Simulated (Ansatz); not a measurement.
## Yb (hcp): energy against volume

Theory: DFT, LDA (PW92), plane waves (420 eV) with PAW, scalar-relativistic (Ansatz). (PAW data from PBE, frozen cores regenerated.)

The cell is scaled uniformly from the relaxed one, with fractional coordinates and shape fixed. Energies are extrapolated to zero smearing, pressures are those at the given smearing. Magnetic state: spin not included.

A Birch-Murnaghan fit gives V₀ = 29.30 Å³/atom, B₀ = 25 GPa, B₀′ = 3.9.

Task: What are the energy above the minimum and the pressure at 25.904 Å³/atom?

Result: 36.9 meV/atom and 4.05 GPa as computed.

Task: What are the energy above the minimum and the pressure at 27.081 Å³/atom?

Result: 14.6 meV/atom and 2.42 GPa as computed.

Task: What are the energy above the minimum and the pressure at 28.259 Å³/atom?

Result: 3.0 meV/atom and 1.09 GPa as computed.
